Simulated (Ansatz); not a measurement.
WO₃:
```yaml
crystal:
  lattice:
    - [5.24918, 0.00000, 0.00000]
    - [0.00000, 5.24918, 0.00000]
    - [0.00000, 0.00000, 7.87004]
  atoms:
    - { symbol: W, position: [0.00000, 0.50000, 0.21702] }
    - { symbol: W, position: [0.50000, 0.00000, 0.28298] }
    - { symbol: W, position: [0.50000, 0.00000, 0.78298] }
    - { symbol: W, position: [0.00000, 0.50000, 0.71702] }
    - { symbol: O, position: [0.28988, 0.28988, 0.75000] }
    - { symbol: O, position: [0.21012, 0.78988, 0.75000] }
    - { symbol: O, position: [0.71012, 0.71012, 0.75000] }
    - { symbol: O, position: [0.78988, 0.21012, 0.75000] }
    - { symbol: O, position: [0.21012, 0.21012, 0.25000] }
    - { symbol: O, position: [0.28988, 0.71012, 0.25000] }
    - { symbol: O, position: [0.78988, 0.78988, 0.25000] }
    - { symbol: O, position: [0.71012, 0.28988, 0.25000] }
    - { symbol: O, position: [0.00000, 0.50000, 0.99410] }
    - { symbol: O, position: [0.50000, 0.00000, 0.50590] }
    - { symbol: O, position: [0.50000, 0.00000, 0.00590] }
    - { symbol: O, position: [0.00000, 0.50000, 0.49410] }
```

Relaxed with PBEsol. Independent-particle spectrum: no excitons, no local fields, no scissors shift; 0.1 eV broadening; ε₁ of the summed bands alone.

Question: Tabulate the dielectric function from DFT-PBEsol in the program Ansatz with PAW potentials.

Answer: 

| E (eV) | ε₁ xx | ε₂ xx | ε₁ zz | ε₂ zz |
|---|---|---|---|---|
| 0.0 | 7.80 | 0.00 | 5.93 | 0.00 |
| 0.5 | 7.96 | 0.00 | 5.98 | 0.00 |
| 1.0 | 8.63 | 0.02 | 6.13 | 0.00 |
| 1.5 | 10.21 | 0.26 | 6.42 | 0.00 |
| 2.0 | 9.28 | 5.83 | 6.99 | 0.03 |
| 2.5 | 7.69 | 4.59 | 7.82 | 0.25 |
| 3.0 | 10.25 | 6.09 | 9.90 | 0.53 |
| 3.5 | 5.92 | 8.05 | 9.33 | 6.49 |
| 4.0 | 4.15 | 8.12 | 7.46 | 7.32 |
| 4.5 | 3.10 | 7.52 | 4.31 | 7.52 |
| 5.0 | 1.20 | 8.91 | 2.40 | 6.67 |
| 5.5 | -2.06 | 5.43 | 1.78 | 5.44 |
| 6.0 | -1.68 | 2.07 | 0.29 | 5.29 |
| 6.5 | -0.18 | 2.02 | 1.12 | 2.91 |
| 7.0 | 1.45 | 1.25 | 2.46 | 3.78 |
| 7.5 | 1.86 | 2.62 | 1.77 | 4.57 |
| 8.0 | 1.82 | 2.05 | 2.28 | 2.58 |
| 8.5 | 2.31 | 2.62 | 2.58 | 5.22 |
| 9.0 | 2.29 | 3.34 | 0.62 | 6.44 |
| 9.5 | 0.39 | 4.93 | -1.47 | 4.04 |
| 10.0 | -0.56 | 3.18 | -1.18 | 2.81 |
| 10.5 | -0.35 | 2.31 | -0.67 | 2.21 |
| 11.0 | -0.22 | 1.89 | -0.49 | 1.95 |
| 11.5 | 0.03 | 1.55 | -0.35 | 1.53 |
| 12.0 | 0.34 | 1.35 | 0.05 | 1.17 |

Question: From ε at 3.0 eV (xx: 10.25 + 6.09i), find n, k, the normal reflectivity and the absorption coefficient.

Answer: n = 3.33, k = 0.915, R = 32 %, α = 2kE/ħc = 280000 cm⁻¹.

With all bands, ε∞ without local fields is 8.02 (xx = yy), 6.15 (zz).

Space group P4/ncc. The first step of the workflow began from a Materials Project structure, measured or hypothetical; the Crystallography Open Database files this formula in space group No. 130, but the cells were not matched. Whether it is the stable phase at ambient conditions was not checked. Symmetry was held in the PBEsol relaxation; whether a distortion lowers the energy is not shown. The run is not spin-polarised. No Hubbard U is applied. Spin–orbit coupling is left out wherever it is not named.

Potentials: the later of the program's two PAW sets.
